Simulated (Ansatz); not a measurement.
Consider the following.

ReS₂:
```
CELL_PARAMETERS angstrom
      5.39610     0.00000     0.00000
      0.00000     5.39610     0.00000
      0.00000     0.00000     3.56547
ATOMIC_POSITIONS crystal
  Re 0.00000 0.00000 0.00000
  Re 0.50000 0.50000 0.50000
  S  0.30291 0.30291 0.00000
  S  0.80291 0.19709 0.50000
  S  0.19709 0.80291 0.50000
  S  0.69709 0.69709 0.00000
```

This is the LDA-relaxed structure.

### Question
All from LDA in the plane-wave PAW code Ansatz, unless another level is named. Estimate the bulk modulus (Birch–Murnaghan fit).

### Answer
173 GPa.

### Question
Predict the highest zone-centre frequency.

### Answer
480 cm⁻¹.

Space group P4_2/mnm (rutile). The cell is a constructed one: a structure type filled with these elements; neither database checked (COD, Materials Project) lists it. Whether it is the stable phase at ambient conditions was not checked. Symmetry was held in the LDA relaxation; of distortions, only those at the zone centre were tested. No spin polarisation was allowed. As this level gives no gap, phonon frequencies hold no LO–TO term and depend on the k-mesh and smearing (Fermi–Dirac, 0.1 eV here). Spin–orbit coupling is left out wherever it is not named.

Potentials: the later of the program's two PAW sets.
